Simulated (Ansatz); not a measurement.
Starting cell, GaN (wurtzite):

```yaml
crystal:
  lattice:
    - [3.18312, 0.00000, 0.00000]
    - [-1.59156, 2.75667, 0.00000]
    - [0.00000, 0.00000, 5.18363]
  atoms:
    - { symbol: Ga, position: [0.66667, 0.33333, 0.00099] }
    - { symbol: Ga, position: [0.33333, 0.66667, 0.50099] }
    - { symbol: N, position: [0.66667, 0.33333, 0.62421] }
    - { symbol: N, position: [0.33333, 0.66667, 0.12421] }
```

In each cell atom 2 (Ga, nearest neighbour N at 1.946 Å; its periodic images, 3.2 Å or more away, move with it) moves by s·(0.577, 0.577, 0.577) (along Cartesian [111]), the rest being held.

Calculation: r2SCAN (plane waves to 500 eV, PAW, scalar-relativistic; Ansatz, a first-principles code). k mesh 10×10×5 (Γ-centred), Fermi-Dirac smearing 0.05 eV. Energies are smeared free energies. GaN was relaxed with its symmetry unable to fall. ΔE is measured from the undisplaced structure.

### Question
What ΔE (meV/cell) does the calculation give at s (Å) = -0.190, -0.114, -0.076, -0.038, 0.038, 0.076, 0.152, 0.190?

### Answer
| s (Å) | ΔE (meV/cell) |
|---|---|
| -0.190 | 280.8 |
| -0.114 | 102.2 |
| -0.076 | 45.6 |
| -0.038 | 11.4 |
| 0.038 | 11.5 |
| 0.076 | 46.1 |
| 0.152 | 184.7 |
| 0.190 | 288.7 |

(For displaced atoms, the force is minus the slope of the energy, and its curvature is a force constant, which sets phonon frequencies.)
